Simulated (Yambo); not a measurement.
SnF3 (space group Fm-3m, No. 225); a = 6.1950 Å, b = 6.1950 Å, c = 6.1950 Å, α = 60.00°, β = 60.00°, γ = 60.00°. With the G0W0 scissor the direct gap on the mesh is 5.85 eV.

### Question
Does this run resolve the lowest exciton, and if so, what are its energy and binding? (Yambo, PBEsol bands; 4×4×4 mesh, 18 valence and 6 conduction bands, static screening with 94 bands and a 3 Ry block, scissor 2.59 eV, Tamm-Dancoff.)

### Answer
The mesh holds a bound state, but the numbers are provisional. These are vertical excitations (zero momentum); the indirect quasiparticle gap, about 5.04 eV, is smaller than the direct one (5.85 eV on the GW mesh). The lowest state lies at 4.94 eV (strong for light along x, 3 states within 2 meV), the direct quasiparticle gap on this mesh at 5.85 eV. Its binding energy, counted from that gap, is 0.91 eV; it spreads over about 21 k points of the mesh. Convergence with the mesh was not shown. The scissor comes from a G0W0 run whose convergence isn't established. Spin-orbit splittings are left out.

The standard potential for Sn keeps a d shell in the valence without the s and p states of that shell. In tests on such compounds this moved G0W0 gaps by up to about 0.9 eV, so absolute quasiparticle energies here are unreliable; differences between settings are what counts.

Geometry relaxed with PBE+D3(BJ).
